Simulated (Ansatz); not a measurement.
The calculation used DFT PBE, scalar-relativistic, plane waves, PAW (Ansatz). Settings of the last relaxation (7-atom cell): 420 eV, 8×8×8 k points, Gaussian smearing of 0.10 eV, no spin polarisation.

Formation energies are uncorrected and count from the elements' standard states at the same level.

Question: Give a relaxed trial structure of a cubic metal that holds Cl and 1 more element, with a formation energy near −1.43 eV/atom and a density near 4.04 g/cm³, in a cell of 7 atoms. Its symmetry should be Pm-3m (No. 221).

Answer: Y3Cl4, space group Pm-3m (No. 221). Around Y lie 6 Cl at 2.76 Å; Cl on a site of symmetry m-3m is surrounded by 6 Y at 2.76 Å; Cl on a site of symmetry 4/mmm is surrounded by 4 Y at 2.76 Å.

```
CELL_PARAMETERS angstrom
5.51618 0.00000 0.00000
0.00000 5.51618 0.00000
0.00000 0.00000 5.51618
ATOMIC_POSITIONS crystal
Y 0.50000 0.50000 0.00000
Y 0.00000 0.50000 0.50000
Y 0.50000 0.00000 0.50000
Cl 0.50000 0.50000 0.50000
Cl 0.50000 0.00000 0.00000
Cl 0.00000 0.50000 0.00000
Cl 0.00000 0.00000 0.50000
```

| Property | Result |
| --- | --- |
| Volume per atom | 23.98 Å³ |
| Density | 4.04 g/cm³ |
| Formation energy | −1.43 eV/atom |
| Gap on the 8×8×8 mesh of the 7-atom cell | 0 eV (a metal) |

The structure comes from a generated guess, relaxed at this level; another structure or a mixture of phases may lie lower. Other answers may fit too; this one was computed.

An odd number of electrons in the primitive cell allows no gap without spin; a larger cell or a magnetic state could open one. Symmetry constrained the relaxation, so the result can be a saddle point.
